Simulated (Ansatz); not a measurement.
## Cr (bcc)

Method: r²SCAN, scalar-relativistic; collinear spin; PAW, 500 eV, Γ-centred 20×20×10 mesh, 0.05 eV Gaussian smearing; code Ansatz; PAW files: Ansatz's generated set soft_2.

```
Cr
1.0
     0.00000    2.95996    0.00000
     2.95996    0.00000    0.00000
     2.95996    2.95996   -2.95996
Cr
2
Direct
  0.00000 0.00000 0.00000
  0.00000 0.00000 0.50000
```

Magnetic state: antiferromagnetic, site spin moments Cr 2.50, -2.50 μB.

Question: Which orbitals carry the states at the Fermi level, and how many states are there?

Answer: Within 0.1 eV of it: Cr 3d 91 %, Cr 4s 9 % (shares among the projected shells, which hold 74 % of the states there). The density of states at the Fermi level is about 0.2 states/eV per cell, averaged over 0.3 eV.

Density of states (tetrahedra, averaged over 0.4 eV; states/eV per cell of 2 atoms; energy in eV from the Fermi level; projections on Löwdin-orthogonalised atomic orbitals, summed over sites):

```
    E  total  Cr 3d up  Cr 3d down  Cr 4s
-6.45   0.24      0.01        0.01   0.21
-6.05   0.29      0.02        0.02   0.24
-5.65   0.35      0.03        0.03   0.27
-5.25   0.45      0.07        0.07   0.30
-4.85   0.68      0.15        0.15   0.35
-4.45   1.31      0.48        0.48   0.33
-4.05   1.95      0.81        0.81   0.29
-3.65   2.88      1.29        1.29   0.24
-3.25   2.49      1.18        1.18   0.09
-2.85   3.51      1.70        1.70   0.06
-2.45   3.54      1.72        1.72   0.06
-2.05   4.79      2.26        2.26   0.19
-1.65   3.63      1.61        1.61   0.30
-1.25   2.32      0.95        0.95   0.25
-0.85   0.65      0.20        0.20   0.13
-0.45   0.28      0.07        0.07   0.06
-0.05   0.19      0.06        0.06   0.02
 0.35   0.64      0.31        0.31   0.00
 0.75   2.41      1.10        1.10   0.12
 1.15   4.54      2.11        2.11   0.18
 1.55   5.21      2.40        2.40   0.22
 1.95   2.81      1.31        1.31   0.13
 2.35   1.66      0.78        0.78   0.08
 2.75   4.07      1.97        1.97   0.09
 3.15   2.27      1.06        1.06   0.10
 3.55   0.73      0.24        0.24   0.17
 3.95   1.02      0.27        0.27   0.33
```

The run wasn't fully tested for a lower electronic state. Site moments are of spin, integrated over atomic spheres. The relaxed cell is 8 % larger in volume than the cell of this structure in the Crystallography Open Database (11.99 Å³/atom, 1963).
